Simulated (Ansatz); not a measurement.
**PbSe: from a starting cell to a relaxed one**

The start is a generated cell, PbSe placed in the AFLOW prototype AB_cP8_198_a_a (B20, as in FeSi). A full variable-cell relaxation at zero pressure is run with PBEsol (plane waves to 420 eV, PAW, scalar-relativistic; Ansatz, a first-principles code). The first steps use a coarse 4×4×4 k-mesh.

The start:
```yaml
crystal:
  lattice:
    - [6.68896, 0.00000, 0.00000]
    - [0.00000, 6.68896, 0.00000]
    - [0.00000, 0.00000, 6.68896]
  atoms:
    - { symbol: Se, position: [0.13652, 0.13652, 0.13652] }
    - { symbol: Se, position: [0.63652, 0.36348, 0.86348] }
    - { symbol: Se, position: [0.86348, 0.63652, 0.36348] }
    - { symbol: Se, position: [0.36348, 0.86348, 0.63652] }
    - { symbol: Pb, position: [0.84240, 0.84240, 0.84240] }
    - { symbol: Pb, position: [0.34240, 0.65760, 0.15760] }
    - { symbol: Pb, position: [0.15760, 0.34240, 0.65760] }
    - { symbol: Pb, position: [0.65760, 0.15760, 0.34240] }
```

| Property | Value |
|---|---|
| Initial pressure | -9.0 GPa (negative: the cell is under tension) |
| Outcome | The space group goes from P2₁3 (No. 198) to Fm-3m (No. 225); the end is rock salt type, with 2 atoms in the primitive cell |
| Energy released | 0.70 eV/atom |
| Volume change | -24.1 %, from 37.41 to 28.41 Å³/atom |
| Shortest distances (start → end) | The closest pairs of elements (up to four, under 3.6 Å), start → end: Pb–Se 3.41 → 3.05 Å |
| Band gap at the end | 0.17 eV, direct at L (no spin-orbit coupling) |
| Optimiser moves | 12 |

Relaxed structure:

```cif
data_Pb4Se4
_chemical_formula_sum 'Se4 Pb4'
_space_group_name_H-M_alt 'Fm-3m'
_space_group_IT_number 225
_space_group_name_Hall '-F 4 2 3'
_cell_length_a 6.10273
_cell_length_b 6.10273
_cell_length_c 6.10273
_cell_angle_alpha 90.000
_cell_angle_beta 90.000
_cell_angle_gamma 90.000
loop_
_atom_site_label
_atom_site_type_symbol
_atom_site_symmetry_multiplicity
_atom_site_Wyckoff_symbol
_atom_site_fract_x
_atom_site_fract_y
_atom_site_fract_z
_atom_site_occupancy
Se1 Se 4 a 0.00000 0.00000 0.00000 1
Pb1 Pb 4 b 0.50000 0.50000 0.50000 1
```
(The calculation used a cell of 2 atoms; values per cell refer to that cell.)

Final values are on a 13×13×13 k-mesh of the relaxed cell. No spin polarisation in the result. Without spin-orbit coupling the bands of the heavy element are not split, so the gap can be far off.

The run could not lose the symmetry of its start; a randomly shaken copy of 4 atoms returns to this structure.
